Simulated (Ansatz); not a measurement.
## Ni3Bi: energy against volume and a worked fit

```cif
data_structure
_symmetry_space_group_name_H-M 'P 1'
_symmetry_Int_Tables_number 1
_cell_length_a 3.8220
_cell_length_b 3.8220
_cell_length_c 3.8220
_cell_angle_alpha 90.000
_cell_angle_beta 90.000
_cell_angle_gamma 90.000
_cell_volume 55.83
loop_
_atom_site_label
_atom_site_type_symbol
_atom_site_fract_x
_atom_site_fract_y
_atom_site_fract_z
_atom_site_occupancy
Bi1 Bi 0.00000 0.00000 0.00000 1
Ni1 Ni 0.50000 0.50000 0.00000 1
Ni2 Ni 0.50000 0.00000 0.50000 1
Ni3 Ni 0.00000 0.50000 0.50000 1
```

The cell comes from a database or a generator and needn't be the stable form of this composition.

The cell was scaled at fixed shape and fractions and run with Ansatz, Ansatz PAW, cutoff 420 eV; PBE, k mesh 7 × 7 × 7 on the cell of 4 atoms, fermi-dirac occupations of 0.05 eV, collinear spin, ferromagnetic start, no spin-orbit coupling. Energies are those that the program minimises, any entropy of the smearing included. For a metal such a mesh isn't converged to the digits shown. The magnetic state is the one that the start led to, which needn't be the lowest.

```csv
V (Å³/atom),energy over the lowest row (meV/atom)
13.1203,35.02
13.3994,17.18
13.6786,?
13.9577,0.36
14.2369,0.00
14.5160,4.20
14.7952,12.44
```

Task: Fit the third-order Birch-Murnaghan form, give V0, B0 and B′, and predict the energy left open.

Result: With y = (V0/V)^(2/3), E = E0 + (9 V0 B0/16) [(y - 1)³ B′ + (y - 1)² (6 - 4y)]. Least squares through the rows shown give V0 = 14.1170 Å³/atom, E0 = -0.44 meV, B0 = 139.2 GPa (1 eV/Å³ = 160.218 GPa) and B′ = 5.07, with a largest miss of 0.01 meV. At V = 13.6786 the form with these constants gives 5.86 meV; the run gave 5.87 meV an atom.
